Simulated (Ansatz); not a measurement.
MoSi2 (MoSi2 type, space group I4/mmm)

```xyz
3
Lattice="-1.5952 1.5952 3.9105 1.5952 -1.5952 3.9105 1.5952 1.5952 -3.9105" Properties=species:S:1:pos:R:3 pbc="T T T"
Mo     0.0000     0.0000     0.0000
Si     0.0000     0.0000     2.6207
Si     0.0000     0.0000     5.2004
```

Grid over V/V₀ and (c/a)/(c/a)₀, subscript 0 meaning the relaxed cell; the conventional c axis lies along z; no internal relaxation.

Calculation: PBEsol (plane waves to 420 eV, PAW, scalar-relativistic; Ansatz, a program for electronic structure). k mesh 20×20×20 (Γ-centred), Fermi-Dirac smearing 0.05 eV. Compression counts positive. As the atoms are clamped, bonds stretch with the cell, which overstates energies and stresses. With partly filled bands, the response to shear is sensitive to the k mesh, so small differences along c/a are uncertain. MoSi2 is run without spin polarisation. MoSi2 was relaxed with its symmetry unable to fall. The PAW data are Ansatz's earlier set.

At one point of the scan the stress tensor (GPa) is:

```
  -13.7      0.0      0.0
    0.0    -13.7      0.0
    0.0      0.0     20.3
```

Problem. Which point is it?
(A) V/V₀ = 1.040, (c/a)/(c/a)₀ = 0.960
(B) V/V₀ = 1.040, (c/a)/(c/a)₀ = 0.880
(C) V/V₀ = 1.027, (c/a)/(c/a)₀ = 0.920
(D) V/V₀ = 0.960, (c/a)/(c/a)₀ = 0.920

Solution. C, V/V₀ = 1.027, (c/a)/(c/a)₀ = 0.920

(A scan under strain: stresses follow from slopes of the energy per volume, elastic moduli from its curvatures.)
